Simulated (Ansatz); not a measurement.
Relaxed-ion elastic tensor of TaRu (L1₀ or tetragonal B2, P4/mmm) in GPa (Voigt order), DFT-PBEsol in the program Ansatz with PAW potentials; density 15.12 g/cm³, 15.49 Å³ per atom.

|  | 1 | 2 | 3 | 4 | 5 | 6 |
|---|---|---|---|---|---|---|
| 1 | 406 | 203 | 219 | 0.0 | 0.0 | 0.0 |
| 2 | 203 | 406 | 219 | 0.0 | 0.0 | 0.0 |
| 3 | 219 | 219 | 371 | 0.0 | 0.0 | 0.0 |
| 4 | 0.0 | 0.0 | 0.0 | 71.1 | 0.0 | 0.0 |
| 5 | 0.0 | 0.0 | 0.0 | 0.0 | 71.1 | 0.0 |
| 6 | 0.0 | 0.0 | 0.0 | 0.0 | 0.0 | 70.3 |

### Question
Is the crystal mechanically stable?

### Answer
Yes: the smallest eigenvalue of C is 70.3 GPa.

### Question
Work out the Voigt, Reuss and Hill averages.

### Answer
K_V = 274, K_R = 274, K_H = 274; G_V = 78.6, G_R = 77.1, G_H = 77.8 GPa.

### Question
Give Young's modulus, Poisson's ratio, Pugh's ratio and the universal anisotropy index.

### Answer
E = 9KG/(3K + G) = 213 GPa; ν = 0.37; K/G = 3.52 (ductile by the Pugh limit of 1.75); A_U = 5G_V/G_R + K_V/K_R − 6 = 0.10.

### Question
Estimate the sound speeds and the Debye temperature.

### Answer
v_l = √((K + 4G/3)/ρ) = 5000 m/s, v_t = √(G/ρ) = 2270 m/s, mean 2560 m/s; Θ = (h/k)(3n/4πV)^(1/3) v_m = 305 K.

### Question
Solve the Christoffel equation for the three sound speeds along x, y, z.

### Answer
Eigenvalues of C_ijkl n_j n_l equal ρv². In km/s, slowest first: x 2.16, 2.17, 5.18; y 2.16, 2.17, 5.18; z 2.17, 2.17, 4.95.

### Question
How much does each axis shrink under pressure?

### Answer
Linear compressibilities β_i = Σ_j S_ij (j = 1 to 3): x 1.2, y 1.2, z 1.3 per TPa.

The workflow started from an entry of the Crystallography Open Database (COD), which files this formula under 2 space groups. Its standing as an ambient phase is unchecked. The PBEsol relaxation kept the symmetry of its start; of distortions, only those at the zone centre were tested. The run is not spin-polarised. As this level gives no gap, shear constants depend on the k-mesh and smearing (Fermi–Dirac, 0.1 eV here). On the denser mesh and wider smearing of the elastic run this cell carries a stress of 0.4 GPa. Spin–orbit coupling is left out wherever it is not named.

Potentials: the later of the program's two PAW sets.
